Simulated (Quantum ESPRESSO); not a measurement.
## In4MgLiNbPd (a curve over one atom's position)

A calculation, not a measurement. The program is pw.x of Quantum ESPRESSO 7.5 (plane-wave density functional theory). The cell is made up: eight metal atoms on a face-centred cubic lattice, with elements, volume, strain and displacements drawn at random and not relaxed, so it may be unstable or far from any real phase. PseudoDojo standard norm-conserving files set the functional (PBE unless stated); there is no spin polarisation or spin-orbit coupling, the Fermi-Dirac width of 0.25 eV means electrons at about 2900 K, and the masses in the input are unused placeholders. A spin test at this wide smearing found no moment, but such smearing suppresses magnetism that the real alloy may have.

Seven runs move atom 5 (Nb, counted in the order of the input) along y and keep all else fixed.

Input of the run at +0.0053:

```
&control calculation='scf', pseudo_dir='./dojo.nc.sr.pbe.v0_5.standard.upf', outdir='./o', disk_io='minimal', tprnfor=.true., tstress=.true. /
&system ibrav=0, nat=8, ntyp=5, nbnd=58, ecutwfc=84.00895049, nosym=.true., tot_charge=0,
 occupations='smearing', smearing='fd', degauss=0.0183746611
/
&electrons conv_thr=1.470e-08, electron_maxstep=70, mixing_beta=0.5 /
ATOMIC_SPECIES
In 1.0 In.upf
Li 1.0 Li.upf
Mg 1.0 Mg.upf
Nb 1.0 Nb.upf
Pd 1.0 Pd.upf
CELL_PARAMETERS angstrom
-2.1947 -4.3733 -2.1373
-4.284 2.1804 2.0444
-0.0865 4.4595 -4.3605
ATOMIC_POSITIONS angstrom
In -0.0206 -0.0754 0.0229
Mg -0.0271 2.2022 -2.1464
In -2.2108 2.2413 -0.0639
Li -2.2578 4.4118 -2.2526
Nb -2.2275 -0.0174 -2.1991
Pd -2.2962 2.3269 -4.4741
In -4.3652 0.0892 -0.0388
In -4.4533 2.2834 -2.3113
K_POINTS automatic
5 5 4 1 1 1
```

```
shift of atom 5 along y (Å)  free energy less that of the input shown (eV)  Fx on atom 5 (eV/Å)  Fy on atom 5 (eV/Å)  Fz on atom 5 (eV/Å)  pressure (GPa)  iterations
                    -0.0702                                         0.0582               -0.350                0.934                0.652            0.74          13
                    -0.0258                                         0.0210               -0.357                0.742                0.606            0.56          13
                    +0.0053                                         0.0000               -0.362                0.610                0.572            0.45          13
                    +0.0230                                        -0.0102               -0.365                0.537                0.552            0.40          13
                    +0.0571                                        -0.0261               -0.371                0.397                0.512            0.32          13
                    +0.0713                                        -0.0313               -0.374                0.340                0.495            0.29          13
                    +0.0942                                        -0.0380               -0.377                0.248                0.467            0.25          13
```

A cubic fit gives dFy/dy = -4.18 eV/Å² at zero shift. Across the table the energy follows minus the integral of the force to 0.1 meV. A rerun of one of the cells at a higher cutoff and on a denser mesh moved values by no more than 0.003 eV in energy, 0.04 GPa in stress and 0.012 eV/Å in force, and a second program with other atomic files agreed on that cell to 2 % rms in force and 0.5 GPa in pressure.